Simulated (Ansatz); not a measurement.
Space group P-6m2 (No. 187). a = 2.912 Å, b = 2.912 Å, c = 2.836 Å, α = 90.00°, β = 90.00°, γ = 120.00°
| atom | site | symmetry | x | y | z |
| --- | --- | --- | --- | --- | --- |
| W | 1a | -6m2 | 0.0000 | 0.0000 | 0.0000 |
| C | 1f | -6m2 | 0.6667 | 0.3333 | 0.5000 |

Equation of state of this WC structure (not necessarily the ground state), with shape and atoms relaxed at each volume where symmetry leaves them free. It has no gap at any of these volumes. Level of theory: DFT r2SCAN, scalar-relativistic, plane waves, PAW (Ansatz).

Cutoff 500 eV; k points 18×18×14 on the computed 2-atom cell (Γ-centred); Gaussian smearing, width 0.10 eV; no spin polarisation.

```tsv
V (Å³/atom)	E − E(largest V) (meV/atom)	P (GPa)
9.790	9.79	28.23
10.102	-29.99	13.02
10.414	-42.34	0.01
10.727	-31.21	-11.12
11.039	0.00	-20.64
```

**Question.** Fit a third-order Birch–Murnaghan equation to E(V).

**Answer.** V0 = 10.41 Å³/atom, B0 = 400 GPa, B0' = 4.2.

Spin-orbit coupling is left out, which matters for the bands of heavy elements.